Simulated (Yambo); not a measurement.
Yambo run on KCdF₃ (cubic perovskite, space group Pm-3m, No. 221). The wavefunctions are norm-conserving PBEsol (Quantum ESPRESSO, 102 Ry, scalar-relativistic) ones on a 4×4×4 mesh (25 occupied bands); a = b = c = 4.382 Å, α = β = γ = 90.00°.

Yambo input:

```
rim_cut
gw0
dyson
el_el_corr
HF_and_locXC
ppa
em1d
RandQpts= 1000000
RandGvec= 1 Ry
EXXRLvcs= 102 Ry
VXCRLvcs= 408 Ry
Chimod= "HARTREE"
% BndsRnXp
 5 | 129 |
%
NGsBlkXp= 6 Ry
% LongDrXp
 1.0 | 1.0 | 1.0 |
%
PPAPntXp= 27.2114 eV
% GbndRnge
 1 | 129 |
%
GTermKind= "BG"
DysSolver= "n"
ExtendOut
% QPkrange
 1 | 1 | 25 | 26 |
 10 | 10 | 25 | 25 |
%
```

k points by index: 1 = Γ, 10 = R.

Table of the .qp output:

```
#    K-point    Band    Eo [eV]    E [eV]    E-Eo [eV]    Vxc [eV]    Vnlxc [eV]    Sc|Eo [eV]    Sc|E [eV]    dSc/dw|Eo [eV]    Re(Z)    Im(Z)
#
    1    25    -1.767075    -3.899196    -2.132121    -21.86183    -29.66563    5.133475    5.671675    -6.868197    0.798463    -0.001483
    1    26    2.998661    4.268500    1.269839    -11.73379    -7.121798    -3.166712    -3.342151    -3.759293    0.878617    -0.705503E-3
    10    25    0.000000    -1.936768    -1.936768    -25.76030    -32.57592    4.460448    4.878855    -5.878218    0.822353    -0.001050
```
(The two width columns are left out.) Convergence of these settings isn't established.

Spin-orbit coupling is not included.

Geometry of the Materials Project entry, not relaxed at this level.

The structure is a Materials Project entry; no match was found in the copy of COD used, and its stability was not checked.
